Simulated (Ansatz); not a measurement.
Ansatz input file:

```yaml
crystal:
  lattice:
    - [3.8463013811, 0.0, 0.0]
    - [0.0, 3.8463013811, 0.0]
    - [0.0, 0.0, 3.8463013811]
  atoms:
    - { symbol: Mn, position: [0.0, 0.5, 0.5], spin: 1.22 }
    - { symbol: Mn, position: [0.5, 0.0, 0.5], spin: 1.22 }
    - { symbol: Mn, position: [0.5, 0.5, 0.0], spin: 1.22 }
    - { symbol: Zn, position: [0.0, 0.0, 0.0] }
    - { symbol: "N", position: [0.5, 0.5, 0.5] }
basis:
  ecutwfc: 420
kpoints:
  mp_grid: { grid: [10, 10, 10] }
hamiltonian:
  xc: pbesol
scf:
  occupations: { method: gaussian, width: 0.1 }
output:
  forces: true
  stress: true
  eigenvalues: true
  populations: true
magnetization:
  spin_polarized: true
```

Command:
```bash
ansatz run input.yaml --threads 1 --pin off --max-ram 2560MiB --backend cpu --events-out ev --progress --plain --runs-dir out
```

All numbers below come from Ansatz, DFT PBEsol, scalar-relativistic, plane waves, PAW.

From the run's log, abridged:

```
Pseudopotentials: kind: paw
Pseudopotential: Mn, paw, valence charge 15, recommended cutoff 420 eV (normal)
Pseudopotential: Zn, paw, valence charge 12, recommended cutoff 420 eV (normal)
Pseudopotential: N, paw, valence charge 5, recommended cutoff 420 eV (normal)
Functional definition: PBEsol
Crystal: 5 atoms, lattice volume = 56.902 Å³
Basis set: ecut = 420 eV, 1141 PW (Γ), exchange–correlation on 54×54×54 points (8 copies of the dense FFT grid, shifted against one another)
Bands: 40, of which v1, the nominal top of the filled ones, is band 31 counted from 1 (30 counted from 0)
Symmetry: 48 space group operations
Space group: Pm-3m (ITA 221), of the structure as read, at distance tolerance 3.8e-5 Å
Magnetic group: BNS 221.92 (UNI 1594), of the structure as read, at distance tolerance 3.8e-5 Å
k-points: 56 of 1000
Initial density: superposition of atomic densities (chi_scale 0.1, normalization cell, long waves kept (reshape's long-wave potential 0.01 eV rms))
Starting moments: Σ|m| = 3.66 μB on 3 of 5 sites
Initial wavefunctions: pseudopotential atomic-orbital guess
Functional: x = pbesol(κ = 0.804, μ = 0.12345679), c = pbesol(β = 0.046)
SCF iter   1: F=—  HF=-15264.092910 eV  |F-HF|=—  |Δ(HF+E_count)|=         —  Δρ=4.13e-2 (↑4.13e-2 ↓3.84e-2) dr2=8.29e-1  dr2_m=5.25e-1  M=3.951 μB ∫|m|=4.190 μB  β_m=0.30  ethr=1.34e-3  ⟨swp⟩=1.0  Hψ=19695  notcnv=0
Mixer restart at iter 1: flushing history
spin=Collinear: Kerker preconditioning applied to the charge; magnetization (m = ρ↑ − ρ↓) channel mixes plain (no charge-response kernel on spin).
SCF iter   2: F=—  HF=-15264.409489 eV  |F-HF|=—  |Δ(HF+E_count)|=   3.17e-1  Δρ=3.99e-2 (↑3.99e-2 ↓2.57e-2) dr2=3.05e-1  dr2_m=4.69e-1  M=4.223 μB ∫|m|=4.523 μB  β_m=0.58  ethr=1.34e-3  ⟨swp⟩=2.0  Hψ=7199  notcnv=0
SCF iter   3: F=—  HF=-15266.096614 eV  |F-HF|=—  |Δ(HF+E_count)|=    1.69e0  Δρ=3.08e-2 (↑3.08e-2 ↓1.32e-2) dr2=3.48e-1  dr2_m=2.22e-1  M=4.489 μB ∫|m|=4.878 μB  β_m=0.79  ethr=4.92e-4  ⟨swp⟩=2.6  Hψ=7168  notcnv=0  defer=235
SCF iter   4: F=—  HF=-15266.843583 eV  |F-HF|=—  |Δ(HF+E_count)|=   7.47e-1  Δρ=9.01e-3 (↑9.01e-3 ↓8.02e-3) dr2=7.22e-2  dr2_m=7.82e-3  M=4.698 μB ∫|m|=5.198 μB  β_m=0.75  ethr=4.92e-4  ⟨swp⟩=3.0  Hψ=8221  notcnv=0  defer=235
SCF iter   5: F=—  HF=-15266.821551 eV  |F-HF|=—  |Δ(HF+E_count)|=         —  Δρ=4.59e-3 (↑4.59e-3 ↓3.20e-3) dr2=3.19e-2  dr2_m=3.75e-3  M=4.704 μB ∫|m|=5.211 μB  β_m=0.75  ethr=1.17e-4  ⟨swp⟩=2.2  Hψ=8300  notcnv=0  defer=211
Mixer restart at iter 5: flushing history
SCF iter   6: F=—  HF=-15266.822164 eV  |F-HF|=—  |Δ(HF+E_count)|=   6.13e-4  Δρ=6.27e-3 (↑6.27e-3 ↓4.57e-3) dr2=2.57e-2  dr2_m=3.12e-3  M=4.598 μB ∫|m|=5.109 μB  β_m=0.50  ethr=5.15e-5  ⟨swp⟩=2.1  Hψ=7330  notcnv=0  defer=211
SCF iter   7: F=—  HF=-15266.811087 eV  |F-HF|=—  |Δ(HF+E_count)|=   1.11e-2  Δρ=1.36e-3 (↑1.36e-3 ↓1.23e-3) dr2=2.52e-3  dr2_m=3.47e-5  M=4.644 μB ∫|m|=5.157 μB  β_m=0.78  ethr=4.14e-5  ⟨swp⟩=2.0  Hψ=8064  notcnv=0  defer=210
SCF iter   8: F=—  HF=-15266.811471 eV  |F-HF|=—  |Δ(HF+E_count)|=   3.85e-4  Δρ=3.45e-4 (↑3.45e-4 ↓2.71e-4) dr2=8.22e-5  dr2_m=5.40e-6  M=4.646 μB ∫|m|=5.163 μB  β_m=0.71  ethr=4.07e-6  ⟨swp⟩=2.0  Hψ=6929  notcnv=0  defer=211
SCF iter   9: F=—  HF=-15266.811442 eV  |F-HF|=—  |Δ(HF+E_count)|=   2.96e-5  Δρ=1.71e-4 (↑1.71e-4 ↓8.60e-5) dr2=1.61e-5  dr2_m=4.70e-6  M=4.643 μB ∫|m|=5.159 μB  β_m=0.69  ethr=1.33e-7  ⟨swp⟩=2.1  Hψ=7337  notcnv=0  defer=211
SCF iter  10: F=—  HF=-15266.811367 eV  |F-HF|=—  |Δ(HF+E_count)|=   7.45e-5  Δρ=6.41e-5 (↑6.41e-5 ↓3.59e-5) dr2=3.96e-6  dr2_m=2.16e-7  M=4.645 μB ∫|m|=5.161 μB  β_m=0.85  ethr=2.60e-8  ⟨swp⟩=2.0  Hψ=6597  notcnv=0  defer=211
SCF iter  11: F=—  HF=-15266.811367 eV  |F-HF|=—  |Δ(HF+E_count)|=   3.27e-7  Δρ=1.50e-5 (↑1.13e-5 ↓1.50e-5) dr2=3.27e-7  dr2_m=1.43e-8  M=4.644 μB ∫|m|=5.160 μB  β_m=0.86  ethr=6.39e-9  ⟨swp⟩=2.1  Hψ=6587  notcnv=0  defer=211
SCF iter  12: F=-15266.811367 eV  HF=-15266.811367 eV  |F-HF|=7.18e-8  |Δ(HF+E_count)|=   4.89e-8  Δρ=8.72e-6 (↑8.72e-6 ↓4.52e-6) dr2=7.25e-8  dr2_m=6.51e-9  M=4.644 μB ∫|m|=5.160 μB  ethr=1.61e-10  ⟨swp⟩=7.8  Hψ=20114  notcnv=0
SCF 1 converged in 12 iterations: F = -15266.811367 eV  dr2 = 7.25e-8
WARN: an SCF from ferrimagnetic starting moments (1.62, -1.62, 1.62, 0.00, 0.00 Bohr magnetons, atom by atom) was not made, by what the run has read of turns of its moments that order reads lower: the deck asks for what bars it, or types moments that do (magnetization.spin_polarized, in the input reference, names some of the keys), or the run goes by scf.lower_state_search: light, the default, which as a rule tries one only behind a close that has lost an order of both signs, or on which an open d or half-filled 4f shell of a PAW file has lost a moment that was set nearer to Hund's than to what is left; or, under a Hubbard U, one that names an f shell that the input leaves bare beside given  ...
SCF converged after 12 iterations
Magnetization: 4.6440 μB (33.3220 up, 28.6780 down)
Absolute magnetization: 5.1600 μB (∫|ρ↑−ρ↓|, with the PAW one-centre terms)
Spin contamination: 0.0685 ħ² per cell (⟨S²⟩ above its minimum at these occupations)
Per-site moments (μB) at R_I (Å): [(1.40308841, 0.79329965), (1.40308841, 0.79329965), (1.40308841, 0.79329965), (-0.04939447, 1.12189513), (-0.11607045, 0.79329965)]
Free energy (F): -15266.811367 eV
Harris-Foulkes:  -15266.811367 eV  (|F-HF|=7.18e-8)
Internal energy: -15266.785629 eV  (E = F + TS)
E sigma→0 (E₀):  -15266.798498 eV
Entropy (-TS):   -0.025738 eV (-5.148 meV/atom)
Fermi energy:    15.498638 eV
--- Per-component energies (eV) ---
  E_band       = -553.243706
  E_kinetic    = 1182.133879
  E_local      = -7118.369049  (includes V_loc(G=0)·N_el)
  E_nonlocal   = 1383.230526
  E_hartree    = 2933.639690
  E_xc         = -536.254533
  E_vxc        = -567.079250  (∫ρ·V_xc dr)
  E_paw        = -5719.299189  (= ΣΔE_a)
  E_vpaw       = -1300.462802  (= ΣTr[D̂ρ^β])
  E_aug_tail   = -0.000341  (compensation charges beyond the density's cutoff)
  E_ewald      = -7393.201015
  E_core_change = 1.334405  (= ΣΔE_core)
  E_smearing   = -0.025738  (= −TS)
--- Forces (eV/Å), atoms counted from 1 ---
  atom   1  Mn     0.00000000     0.00000000     0.00000000
  atom   2  Mn     0.00000000     0.00000000     0.00000000
  atom   3  Mn     0.00000000     0.00000000     0.00000000
  atom   4  Zn     0.00000000     0.00000000     0.00000000
  atom   5  N      0.00000000     0.00000000     0.00000000
--- Stress (GPa, compression-positive) ---
      -17.490313       0.000000       0.000000
        0.000000     -17.490313       0.000000
        0.000000       0.000000     -17.490313
  P = ⅓ Tr σ = -17.4903 GPa (-174.903 kbar)
--- Band table (eV; the first three rows and the last of 112) ---
  k-point 0 ↑: bands = ["-64.3069", "-64.2542", "-64.2542", "-33.3571", "-33.3571", "-33.3571", "-33.0733", "-33.0733", "-33.0733", "-33.0591", "-33.0591", "-33.0591", "-1.8347", "7.8866", "8.4956", "8.4956", "8.6339", "8.6339", "8.6339", "10.6312", "10.6312", "10.6312", "12.3101", "12.3101", "12.3101", "12.9229", "12.9229", "14.5560", "14.5560", "14.5560", "14.6284", "14.6284", "15.8229", "15.8600", "15.8600", "15.8600", "18.0543", "18.9049", "18.9049", "18.9049"]
  k-point 1 ↑: bands = ["-64.3058", "-64.2553", "-64.2542", "-33.3551", "-33.3551", "-33.3537", "-33.0741", "-33.0741", "-33.0735", "-33.0633", "-33.0603", "-33.0603", "-1.7850", "7.9437", "8.5070", "8.5144", "8.6323", "8.6323", "8.6390", "10.3453", "10.5639", "10.5639", "12.3199", "12.3795", "12.3795", "12.8758", "12.9794", "14.5199", "14.5199", "14.5331", "14.6277", "14.6901", "15.7727", "15.8446", "15.8446", "15.8601", "18.0486", "18.6735", "19.0789", "19.0789"]
  k-point 2 ↑: bands = ["-64.3025", "-64.2586", "-64.2542", "-33.3497", "-33.3497", "-33.3444", "-33.0772", "-33.0772", "-33.0749", "-33.0741", "-33.0627", "-33.0627", "-1.6503", "8.0300", "8.5365", "8.5942", "8.6271", "8.6271", "8.6524", "9.7884", "10.4159", "10.4159", "12.3468", "12.5175", "12.5175", "12.6715", "13.1429", "14.4576", "14.4576", "14.4718", "14.6242", "14.6481", "15.6266", "15.8061", "15.8061", "15.8604", "18.0518", "18.4155", "19.5454", "19.5454"]
  k-point 55 ↓: bands = ["-62.5254", "-62.5254", "-62.5254", "-32.1767", "-31.8157", "-31.8157", "-31.3135", "-31.3135", "-31.3135", "-31.1225", "-31.1225", "-31.1225", "-0.1619", "7.4837", "7.4837", "7.4837", "8.8705", "8.8705", "8.8846", "8.8846", "8.8846", "10.8893", "14.3428", "14.3428", "14.3428", "14.9210", "14.9210", "14.9210", "15.0346", "15.0346", "15.0346", "16.9067", "16.9067", "17.2198", "17.2198", "17.2198", "18.9736", "18.9736", "18.9736", "19.7544"]
--- Löwdin populations: 5 sites ---
  site symbol q [e]    m [muB]
     0     Mn     14.7602     1.6488
     1     Mn     14.7602     1.6488
     2     Mn     14.7602     1.6488
     3     Zn     11.0753    -0.0183
     4      N      5.6807    -0.1531
  spilling = 0.015541 (of n_electrons = 62.000000)
```

The calculation finished and met its thresholds.

It took 31 s on 1 thread of Arm Neoverse V1 (shared host), peak memory 0.53 GiB.

The state reached may not be the lowest one. The program reads another magnetic order as possibly lower. Moments started parallel, and an antiferromagnetic order may lie lower.